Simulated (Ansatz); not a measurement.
In DFT-r²SCAN in the program Ansatz with PAW potentials, Y in the bcc (W type) structure (Im-3m) relaxes to a = 4.066 Å.

Electronic character: metallic (no gap). Gap from r²SCAN with spin–orbit coupling: none (metallic).

An equation-of-state fit gives a bulk modulus of 39.2 GPa. The relaxed-ion elastic constants in GPa are C11 = 41.7, C12 = 37.7, C44 = 22.1.

The start of the workflow was typed in or built on a structure type; neither database checked (COD, Materials Project) lists it. It is not the phase usual at ambient conditions (space group No. 194). The r²SCAN relaxation kept the symmetry of its start; whether a distortion lowers the energy is not shown. The run is not spin-polarised. As this level gives no gap, shear constants depend on the k-mesh and smearing (Fermi–Dirac, 0.1 eV here). Scalar-relativistic: spin–orbit coupling is off unless named, which matters more the heavier the elements.

Potentials: the earlier of the program's two PAW sets.
